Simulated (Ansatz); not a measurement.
Property card for HfC

HfC:
```xyz
2
Lattice="2.8871 0.0000 0.0000 0.0000 2.8871 0.0000 0.0000 0.0000 2.8871" Properties=species:S:1:pos:R:3 pbc="T T T"
Hf     0.0000     0.0000     0.0000
C      1.4435     1.4435     1.4435
```

Space group Pm-3m (No. 221), CsCl type; conventional cell a = b = c = 2.887 Å, α = β = γ = 90.00°.

Method: plane-wave PAW r²SCAN (Ansatz code). Structure relaxed to zero pressure with the same functional. Other levels are named where they apply.

### Cell and energy

- Volume per atom: 12.03 Å³
- Density: 13.15 g/cm³
- Formation energy from the elements (no fitted shifts): 0.39 eV/atom

### Electronic structure

Electronic character: metallic (no gap)
Density of states at the Fermi level: 0.89 states/eV per atom (mean over ±0.08 eV)
Gap with spin–orbit coupling: none (metallic)

### Mechanics

Bulk modulus (Birch–Murnaghan fit): 216 GPa
Pressure derivative B′: 4.1
Elastic constants (relaxed ions, GPa): C11 = 183, C12 = 233, C44 = -283
Mechanical stability: unstable (C has a negative eigenvalue)

### Charges

* **Bader charges**: Hf +1.77, C -1.77 e

A made-up cell: these elements were put on the sites of a structure type; neither database checked (COD, Materials Project) lists it. It is not the phase usual at ambient conditions (space group No. 225). The cell was relaxed with r²SCAN under the symmetry of its start. No spin polarisation was allowed. As this level gives no gap, shear constants depend on the k-mesh and smearing (Fermi–Dirac, 0.1 eV here). The references are the lowest solids computed at this level, not always the standard phases. Scalar-relativistic: spin–orbit coupling is off unless named, which matters more the heavier the elements.

Potentials: the later of the program's two PAW sets.
